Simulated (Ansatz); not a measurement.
Ti (diamond, Fd-3m) at seven volumes, the program Ansatz at the PBEsol level (PAW), scaled uniformly. One row is withheld.

| V (Å³/atom) | P (GPa) |
|---|---|
| 22.946 | ? |
| 23.702 | 1.50 |
| 24.458 | 0.75 |
| 25.215 | -0.01 |
| 25.971 | -0.65 |
| 26.728 | -1.22 |
| 27.484 | -1.76 |

### Question
Fit the shown pressures and predict the withheld one.

### Answer
P = (3/2)B₀(x^(7/2) − x^(5/2))[1 + (3/4)(B′ − 4)(x − 1)] with x = (V₀/V)^(2/3). Least squares on the six rows gives V₀ = 25.223 Å³/atom, B₀ = 22.7 GPa, B′ = 2.27. At V = 22.946, x = 1.0651 and P = 2.38 GPa. The run itself gave 2.17 GPa.

The start of the workflow was typed in or built on a structure type; neither database checked (COD, Materials Project) lists it. It is not the phase usual at ambient conditions (space group No. 194). The PBEsol relaxation kept the symmetry of its start. At this level the phase is mechanically unstable. Magnetic state: ferromagnetic, chosen from 4 collinear starts compared on coarse meshes (ties went to the first, and starts can fall back to one state), not a proven ground state.

Potentials: the later of the program's two PAW sets.
